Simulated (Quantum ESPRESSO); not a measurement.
pw.x input (Quantum ESPRESSO 7.5; LDA, PseudoDojo standard norm-conserving files, scalar-relativistic):

```
&CONTROL
  calculation = 'scf'
  pseudo_dir = './pseudo'
  outdir = './out'
  tprnfor = .true.
  tstress = .true.
/
&SYSTEM
  ibrav = 0
  nat = 4
  ntyp = 2
  ecutwfc = 84.0
  ecutrho = 336.0
  occupations = 'smearing'
  smearing = 'fd'
  degauss = 0.002
  nbnd = 20
/
&ELECTRONS
  conv_thr = 4e-10
/
ATOMIC_SPECIES
O 15.9990 O.upf
W 183.8400 W.upf
CELL_PARAMETERS angstrom
  3.768838283000   0.000000000000   0.000000000000
  0.000000000000   3.768838283000   0.000000000000
  0.000000000000   0.000000000000   3.768838283000
ATOMIC_POSITIONS crystal
O   0.000000000000   0.000000000000   0.500000000000
O   0.500000000000   0.000000000000   0.000000000000
O   0.000000000000   0.500000000000   0.000000000000
W   0.000000000000   0.000000000000   0.000000000000
K_POINTS automatic
8 8 8 0 0 0
```

End of the output:

```
     total energy              =    -251.05779298 Ry
     estimated scf accuracy    <       0.00000007 Ry
     total energy              =    -251.05779301 Ry
     estimated scf accuracy    <          1.8E-09 Ry
     total energy              =    -251.05779301 Ry
     estimated scf accuracy    <          2.0E-09 Ry
[...]
     the Fermi energy is     6.3619 ev
!    total energy              =    -251.05779301 Ry
     estimated scf accuracy    <          1.2E-11 Ry
     smearing contrib. (-TS)   =      -0.00000006 Ry
     internal energy E=F+TS    =    -251.05779295 Ry
     The total energy is F=E-TS. E is the sum of the following terms:
     one-electron contribution =    -120.86308417 Ry
     hartree contribution      =      72.82268779 Ry
     xc contribution           =     -57.45400680 Ry
     ewald contribution        =    -145.56338978 Ry
     convergence has been achieved in  12 iterations
     Forces acting on atoms (cartesian axes, Ry/au):
     atom    1 type  1   force =     0.00000000    0.00000000    0.00000000
     atom    2 type  1   force =     0.00000000    0.00000000    0.00000000
     atom    3 type  1   force =     0.00000000    0.00000000    0.00000000
     atom    4 type  2   force =     0.00000000    0.00000000    0.00000000
     Total force =     0.000000     Total SCF correction =     0.000000
     Computing stress (Cartesian axis) and pressure
          total   stress  (Ry/bohr**3)                   (kbar)     P=       -0.38
  -0.00000261   0.00000000   0.00000000           -0.38        0.00        0.00
   0.00000000  -0.00000261   0.00000000            0.00       -0.38        0.00
   0.00000000   0.00000000  -0.00000261            0.00        0.00       -0.38
```
In a gapped system the printed Fermi energy is only some level inside the gap.

Spin-orbit coupling is not included.

Geometry relaxed with LDA.
